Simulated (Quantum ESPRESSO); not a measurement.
# Band energies of NiSi$_{2}$

```
NiSi2
1.0
    0.00000     2.69315     2.69315
    2.69315     0.00000     2.69315
    2.69315     2.69315     0.00000
Si Ni
2 1
Direct
  0.25000   0.25000   0.25000
  0.75000   0.75000   0.75000
  0.00000   0.00000   0.00000
```

norm-conserving PBEsol (Quantum ESPRESSO, 98 Ry, without SOC); path ΓXWKΓLUWLK,UX; energies in eV from the Fermi level.

```csv
k (1/Å),point,band 9,band 10,band 11,band 12,band 13,band 14,band 15,band 16
0.00,Γ,-3.59,-3.59,-0.25,1.71,1.71,1.71,2.18,2.18
0.32,,-3.84,-3.52,-0.36,-0.36,-0.35,0.65,2.74,2.89
0.74,,-5.04,-3.30,-2.74,-2.60,-2.60,-0.42,1.56,6.57
1.17,X,-4.63,-3.71,-3.71,-3.53,-3.17,-0.42,1.30,7.71
1.63,,-3.95,-3.77,-3.71,-3.25,-2.53,1.30,3.27,3.65
1.75,W,-3.84,-3.84,-3.71,-3.25,-2.49,2.22,2.22,4.55
2.16,K,-4.51,-3.91,-3.53,-2.99,-2.69,0.18,3.57,4.68
2.57,,-4.21,-4.05,-3.27,-2.85,-1.20,0.99,2.75,3.58
2.99,,-3.81,-3.57,-1.51,-1.41,1.15,1.37,1.92,2.73
3.40,Γ,-3.59,-3.59,-0.25,1.71,1.71,1.71,2.18,2.18
3.80,,-3.67,-3.67,-1.95,0.21,0.21,0.86,2.74,2.74
4.11,,-3.60,-3.60,-3.39,-0.93,-0.93,1.50,2.02,2.02
4.41,L,-3.83,-3.41,-3.41,-1.52,-1.52,1.71,1.80,1.80
4.51,,-3.88,-3.43,-3.43,-1.71,-1.58,1.25,1.91,2.44
4.92,,-4.61,-3.81,-3.48,-2.85,-2.36,0.38,3.75,4.92
5.12,U,-4.51,-3.91,-3.53,-2.99,-2.69,0.18,3.57,4.68
5.33,,-4.07,-3.88,-3.58,-3.16,-2.54,0.88,3.59,3.82
5.54,W,-3.84,-3.84,-3.71,-3.25,-2.49,2.22,2.22,4.55
5.72,,-4.08,-3.79,-3.58,-3.13,-2.43,1.87,2.19,5.08
6.09,,-4.25,-3.53,-3.48,-2.37,-1.90,1.01,2.04,4.00
6.36,L,-3.83,-3.41,-3.41,-1.52,-1.52,1.71,1.80,1.80
6.45,,-3.87,-3.43,-3.42,-1.67,-1.57,1.31,1.89,2.35
6.81,,-4.67,-3.73,-3.48,-2.76,-2.24,0.46,3.41,4.61
7.08,K,-4.51,-3.91,-3.53,-2.99,-2.69,0.18,3.57,4.68
7.08,U,-4.51,-3.91,-3.53,-2.99,-2.69,0.18,3.57,4.68
7.49,X,-4.63,-3.71,-3.71,-3.53,-3.17,-0.42,1.30,7.71
```

A metal at this level: along this path bands 12, 13, 14 cross the Fermi level.

Geometry of the Materials Project entry, not relaxed at this level.

The runs are not spin-polarised; magnetic order was not tried.
